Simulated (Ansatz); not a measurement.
Geometry optimisation in Ansatz: input, command and trajectory.

```yaml
crystal:
  lattice:
    - [3.0766979688, 0.0, 0.0]
    - [-1.5383489844, 2.6644986008, 0.0]
    - [0.0, 0.0, 3.4245321296]
  atoms:
    - { symbol: Zr, position: [0.0, 0.0, 0.0] }
    - { symbol: B, position: [0.3333333333, 0.6666666667, 0.5] }
    - { symbol: B, position: [0.6666666667, 0.3333333333, 0.5] }
basis:
  ecutwfc: 420
kpoints:
  mp_grid: { grid: [18, 18, 12] }
hamiltonian:
  xc: pbe
scf:
  occupations: { method: gaussian, width: 0.1 }
output:
  forces: true
  stress: true
  eigenvalues: true
relax:
  adjacent_minimum: "off"
  f_tol: 0.01
  max_steps: 30
  cell: { stress_tol: 0.1, fix: [volume] }
```

```bash
ansatz run input.yaml --threads 1 --pin off --max-ram 2560MiB --backend cpu --events-out ev --progress --plain --runs-dir out
```

These are results of DFT PBE, scalar-relativistic, plane waves, PAW (Ansatz 0.2.0), not measurements.

The volume is held at 0.91 times that of the relaxed cell.

Of 4 frames 3 are shown, positions in Å and forces in eV/Å; the SCF threshold varies from step to step. Steps run on the plane waves of an earlier cell, with a Pulay correction in the pressure. The basis is chosen afresh for the last frame, the zero of the energies, and at times for earlier ones too; energy and pressure step there, also at an unchanged geometry.

```xyz
3
Lattice="3.0767 0.0000 0.0000 -1.5383 2.6645 0.0000 0.0000 0.0000 3.4245" Properties=species:S:1:pos:R:3:forces:R:3 pbc="T T T" step=1 free_energy_over_end_meV_per_atom=0.02 pressure_GPa=26.99
Zr    0.0000    0.0000    0.0000    0.0000    0.0000    0.0000
B     0.0000    1.7763    1.7123    0.0000    0.0000    0.0000
B     1.5383    0.8882    1.7123    0.0000    0.0000    0.0000
3
Lattice="3.0786 0.0000 0.0000 -1.5393 2.6661 0.0000 0.0000 0.0000 3.4203" Properties=species:S:1:pos:R:3:forces:R:3 pbc="T T T" step=2 free_energy_over_end_meV_per_atom=0.00 pressure_GPa=26.98
Zr    0.0000    0.0000    0.0000    0.0000    0.0000    0.0000
B     0.0000    1.7774    1.7101    0.0000    0.0000    0.0000
B     1.5393    0.8887    1.7101    0.0000    0.0000    0.0000
3
Lattice="3.0782 0.0000 0.0000 -1.5391 2.6658 0.0000 0.0000 0.0000 3.4212" Properties=species:S:1:pos:R:3:forces:R:3 pbc="T T T" step=4 free_energy_over_end_meV_per_atom=0.00 pressure_GPa=26.98
Zr    0.0000    0.0000    0.0000    0.0000    0.0000    0.0000
B     0.0000    1.7772    1.7106    0.0000    0.0000    0.0000
B     1.5391    0.8886    1.7106    0.0000    0.0000    0.0000
```

The run took 25 s on 1 thread of Arm Neoverse V1, with other jobs on the host, peak memory 0.39 GiB.